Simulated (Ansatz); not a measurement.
Input and command of a calculation in Ansatz (plane waves; scalar-relativistic PAW potentials unless the input names others):

```yaml
crystal:
  lattice:
    - [3.2318422314, 0.0, 0.0]
    - [0.0, 3.2318422314, 0.0]
    - [0.0, 0.0, 3.2318422314]
  atoms:
    - { symbol: W, position: [0.0, 0.0, 0.0] }
    - { symbol: Au, position: [0.5, 0.5, 0.5] }
basis:
  ecutwfc: "30 meV"
kpoints:
  mp_grid: { grid: [18, 18, 18] }
hamiltonian:
  xc: pbe
scf:
  occupations: { method: gaussian, width: 0.1 }
  max_iter: 50
output:
  forces: true
  eigenvalues: true
  stress: true
```

```bash
ansatz run input.yaml --threads 1 --pin off --max-ram 2560MiB --backend cpu --events-out ev --progress --plain --runs-dir out
```

Problem. What is wrong with this input?

Solution. The program refuses it, because of a cutoff in the wrong unit (basis.ecutwfc: 420 → "30 meV"). With the sound run's settings it is accepted.

Abridged log:
```
Error: inconsistent input (basis.ecutwfc, kpoints): the smallest per-k basis holds n_pw = 0 plane waves (k-point 1, counted from 0 among those solved) but the deck needs at least 18 band(s) per channel, and no run solves more bands than the smallest per-k basis has plane waves; raise basis.ecutwfc until the smallest per-k basis, which caps the automatic band count, holds at least 18 plane waves
```